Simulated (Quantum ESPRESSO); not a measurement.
# Band energies of KI at -0.7 % isotropic strain

```
KI
1.0
    0.00000     3.47752     3.47752
    3.47752     0.00000     3.47752
    3.47752     3.47752     0.00000
K I
1 1
Cartesian
  0.00000   0.00000   0.00000
  3.47752   3.47752   3.47752
```

PBEsol (pw.x of Quantum ESPRESSO, ONCV potentials, no spin-orbit coupling); path ΓXWKΓLUWLK,UX; energies in eV from the valence-band maximum.

```
k (1/Å)  point  band 4  band 5  band 6  band 7  band 8  band 9  band 10  band 11
-------  -----  ------  ------  ------  ------  ------  ------  -------  -------
0.00         Γ  -11.81  -10.62    0.00    0.00    0.00    3.92     6.41     6.41
0.23            -11.81  -10.55   -0.36   -0.07   -0.07    4.43     6.01     6.81
0.45            -11.82  -10.45   -0.88   -0.23   -0.23    5.31     5.37     7.60
0.68            -11.83  -10.43   -1.08   -0.35   -0.35    4.91     5.81     7.95
0.90         X  -11.83  -10.46   -1.09   -0.40   -0.40    4.75     5.79     8.13
1.02            -11.83  -10.44   -1.07   -0.44   -0.44    4.86     5.91     8.19
1.24            -11.84  -10.38   -0.92   -0.67   -0.63    5.73     6.54     7.13
1.36         W  -11.85  -10.37   -0.80   -0.80   -0.67    6.39     6.39     6.69
1.51            -11.83  -10.37   -0.91   -0.81   -0.52    5.74     6.69     7.13
1.67         K  -11.82  -10.37   -0.94   -0.84   -0.42    5.48     6.70     7.62
1.78            -11.82  -10.34   -1.02   -0.83   -0.43    5.89     7.08     7.15
2.10            -11.81  -10.36   -1.05   -0.41   -0.31    5.79     6.25     7.31
2.31            -11.81  -10.49   -0.61   -0.16   -0.15    4.84     6.16     6.74
2.53            -11.81  -10.60   -0.09   -0.02   -0.02    4.05     6.36     6.45
2.63         Γ  -11.81  -10.62    0.00    0.00    0.00    3.92     6.41     6.41
2.83            -11.81  -10.56   -0.29   -0.06   -0.06    4.33     6.33     6.59
3.02            -11.81  -10.43   -0.85   -0.20   -0.20    5.03     6.53     7.05
3.22            -11.81  -10.30   -1.30   -0.33   -0.33    5.35     7.33     7.69
3.42         L  -11.81  -10.25   -1.46   -0.39   -0.39    5.43     7.74     8.18
3.75            -11.82  -10.31   -1.21   -0.65   -0.41    5.86     6.96     7.45
3.97         U  -11.82  -10.37   -0.94   -0.84   -0.42    5.48     6.70     7.62
4.18            -11.84  -10.37   -0.88   -0.79   -0.58    5.93     6.69     6.88
4.29         W  -11.85  -10.37   -0.80   -0.80   -0.67    6.39     6.39     6.69
4.47            -11.83  -10.35   -1.02   -0.73   -0.52    6.24     6.49     7.01
4.65            -11.82  -10.30   -1.28   -0.56   -0.42    5.85     6.93     7.66
4.84            -11.81  -10.26   -1.44   -0.41   -0.39    5.49     7.58     8.13
4.93         L  -11.81  -10.25   -1.46   -0.39   -0.39    5.43     7.74     8.18
5.01            -11.81  -10.26   -1.45   -0.40   -0.39    5.47     7.62     8.14
5.24            -11.82  -10.31   -1.23   -0.63   -0.41    5.86     6.96     7.51
5.40            -11.82  -10.35   -1.00   -0.82   -0.42    5.66     6.93     7.35
5.48         K  -11.82  -10.37   -0.94   -0.84   -0.42    5.48     6.70     7.62
5.48         U  -11.82  -10.37   -0.94   -0.84   -0.42    5.48     6.70     7.62
5.80         X  -11.83  -10.46   -1.09   -0.40   -0.40    4.75     5.79     8.13
```

The PBEsol gap is direct, 3.92 eV at Γ.

Without spin-orbit coupling, band edges of such heavy elements can be off by tenths of an eV.

Geometry strained from the cell relaxed with PBEsol, atoms relaxed again.
